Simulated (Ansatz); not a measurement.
**Telling polymorphs of HfCrAgS₄ apart by Hf-177**

Computed with Ansatz: DFT, PBE, plane waves and PAW, scalar-relativistic, 420 eV cutoff. Q(Hf-177) = 3365 mb, I = 7/2. The cells come from the Materials Project (computed, not necessarily observed phases), with the atoms as given. Spin–orbit coupling is left out, which moves gradients at and beside heavy atoms (Hf) by some per cent and at some sites by far more.

(1) Rank the structures by their largest Hf-177 |C_Q|, smallest first.
A. P2/m, 14 atoms in the cell run; Hf site: 6 S at 2.50–2.59 Å
B. P2, 14 atoms in the cell run; Hf sites: (1) 6 S at 2.50–2.58 Å. (2) 6 S at 2.51–2.61 Å.
C. Imma, 14 atoms in the cell run; Hf site: 6 S at 2.55 Å

Results:

(1) B (399 MHz), A (471 MHz), C (794 MHz).

In HfCrAgS4 (Imma), HfCrAgS4 (P2), HfCrAgS4 (P2/m) small gradients can still move by 0.1 × 10²¹ V/m² or more with the k-mesh.

The crystals are a selection from a larger pool of database entries, not a random sample of it.
